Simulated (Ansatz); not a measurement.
NbAs:
Space group I4₁md (No. 109); a = b = 3.417 Å, c = 11.531 Å, α = β = γ = 90.00°

```tsv
atom	site	symmetry	x	y	z
Nb	4a	2mm.	0.0000	0.0000	0.7493
As	4a	2mm.	0.0000	0.0000	0.1677
```
(The calculation used a cell of 4 atoms; values per cell refer to that cell.)

Relaxed with LDA.

Question: Which orbitals make up the states near the Fermi level in the program Ansatz at the LDA level (PAW)?

Answer: Within 0.5 eV of the Fermi level: Nb 4d 84 %, As 4p 12 %. Projections are on Löwdin-orthogonalised atomic valence shells; empty p or d shells of many metals are not among them.

Question: Tabulate the density of states.

Answer: States/eV per cell of 4 atoms, in 0.25 eV bins, energy from the Fermi level.

```
E (eV)  total  Nb 4d  As 4p  As 4s
------  -----  -----  -----  -----
-7.85    0.00   0.00   0.00   0.00
-7.60    0.00   0.00   0.00   0.00
-7.35    0.00   0.00   0.00   0.00
-7.10    0.00   0.00   0.00   0.00
-6.85    0.00   0.00   0.00   0.00
-6.60    0.00   0.00   0.00   0.00
-6.35    0.45   0.09   0.25   0.01
-6.10    1.15   0.28   0.64   0.03
-5.85    1.63   0.48   0.89   0.04
-5.60    2.13   0.68   1.18   0.04
-5.35    3.94   1.39   2.15   0.06
-5.10    2.70   0.98   1.45   0.05
-4.85    1.19   0.43   0.62   0.04
-4.60    1.55   0.51   0.89   0.05
-4.35    1.90   0.66   1.09   0.05
-4.10    2.66   0.97   1.46   0.06
-3.85    2.71   1.00   1.49   0.06
-3.60    2.86   1.15   1.51   0.06
-3.35    3.07   1.38   1.53   0.04
-3.10    2.80   1.27   1.40   0.03
-2.85    4.28   1.88   2.22   0.02
-2.60    3.88   1.82   1.91   0.02
-2.35    4.29   2.22   1.93   0.03
-2.10    2.40   1.38   0.93   0.01
-1.85    1.71   1.06   0.58   0.01
-1.60    1.20   0.84   0.31   0.01
-1.35    3.06   2.39   0.48   0.02
-1.10    3.51   2.89   0.35   0.03
-0.85    3.76   3.07   0.41   0.03
-0.60    3.67   2.94   0.49   0.03
-0.35    1.16   0.93   0.17   0.01
-0.10    0.32   0.27   0.04   0.00
0.15     0.97   0.86   0.08   0.00
0.40     1.74   1.50   0.18   0.01
0.65     1.79   1.53   0.20   0.01
0.90     2.03   1.76   0.19   0.02
1.15     2.60   2.27   0.21   0.03
1.40     2.79   2.36   0.27   0.05
1.65     2.64   2.20   0.26   0.07
1.90     2.88   2.27   0.37   0.11
2.15     3.50   2.76   0.45   0.13
2.40     3.86   3.03   0.45   0.19
2.65     4.00   2.79   0.69   0.26
2.90     4.31   2.96   0.76   0.33
3.15     3.19   1.97   0.73   0.29
3.40     2.88   1.64   0.67   0.35
3.65     4.13   2.30   1.01   0.49
3.90     3.20   1.68   0.88   0.31
```

Space group I4_1md. Symmetry was held in the LDA relaxation. The run is not spin-polarised. A small band overlap can be real or an error of a semilocal functional. Spin–orbit coupling is left out wherever it is not named.

Potentials: the earlier of the program's two PAW sets. The files were generated under PBE; for other functionals the program regenerates the frozen cores, and for LDA and PBEsol the local potential too.
